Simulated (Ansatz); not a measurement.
CsI (rock salt, space group No. 225), r²SCAN in the plane-wave PAW code Ansatz. The conduction-band minimum lies at Γ, with 1 equivalent valley. Second derivatives d²E/dk² of the lowest band at one valley (eV·Å²), along Cartesian directions:

```json
[
 {"direction": "[100]", "d²E/dk²": "21.33"},
 {"direction": "[010]", "d²E/dk²": "21.33"},
 {"direction": "[001]", "d²E/dk²": "21.33"},
 {"direction": "[110]", "d²E/dk²": "21.34"},
 {"direction": "[101]", "d²E/dk²": "21.34"},
 {"direction": "[011]", "d²E/dk²": "21.34"}
]
```

Find the principal effective masses, the density-of-states mass and the conductivity mass.

Off-diagonal terms follow from H_xy = H[110] − (H_xx + H_yy)/2, and m*/mₑ = 7.620 eV·Å² over each eigenvalue: 0.36, 0.36, 0.36. One valley's DOS mass (m₁m₂m₃)^(1/3) = 0.36, conductivity mass 3/(Σ 1/mᵢ) = 0.36 mₑ.

What effective density of states Nc follows at 300 K for parabolic valleys?

Nc = 2.509e19 × 1 × (0.36)^(3/2) ≈ 5.4e18 cm⁻³.

Space group Fm-3m (rock salt). The first step of the workflow began from a Materials Project structure, measured or hypothetical; the Crystallography Open Database copy checked does not list it. It is not the phase usual at ambient conditions (space group No. 221). The r²SCAN relaxation kept the symmetry of its start; its stability against distortions is not shown here. Scalar-relativistic: spin–orbit coupling is off unless named, which matters more the heavier the elements.

Potentials: the later of the program's two PAW sets.

Edges and masses are those of Kohn–Sham bands, whose gap is no quasiparticle gap.
